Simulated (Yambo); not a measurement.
AlN (zinc blende, space group F-43m, No. 216), G0W0@PBEsol in Yambo; all else as in the reference (6×6×6 Γ-centred k mesh, 77 bands and a 14 Ry block in the screening, 77 bands in G with the Bruneval-Gonze terminator, plasmon pole fitted at 27.2 eV). One parameter is varied: the cutoff of the exchange sum, over 5, 10, 20, 40, 84 Ry.

### Question
From which value on does the gap Γ → X stay within 0.05 eV of the largest setting?

### Answer
From 40 Ry on.
| cutoff of the exchange sum (Ry) | G0W0 gap (eV) | valence shift (eV) |
|---|---|---|
| 5 | 3.82 | -0.06 |
| 10 | 4.22 | -0.53 |
| 20 | 4.56 | -0.89 |
| 40 | 4.66 | -1.00 |
| 84 | 4.67 | -1.01 |
The last step of the sweep still moves the gap by 13 meV; the other settings are held fixed.

Geometry relaxed with PBEsol; primitive cell a = b = c = 3.095 Å, α = β = γ = 60.00°.

This is not the ordinary phase of the substance; no match was found in the copy of COD used, and its stability was not checked.

A shift is the quasiparticle energy of the state minus its PBEsol energy.
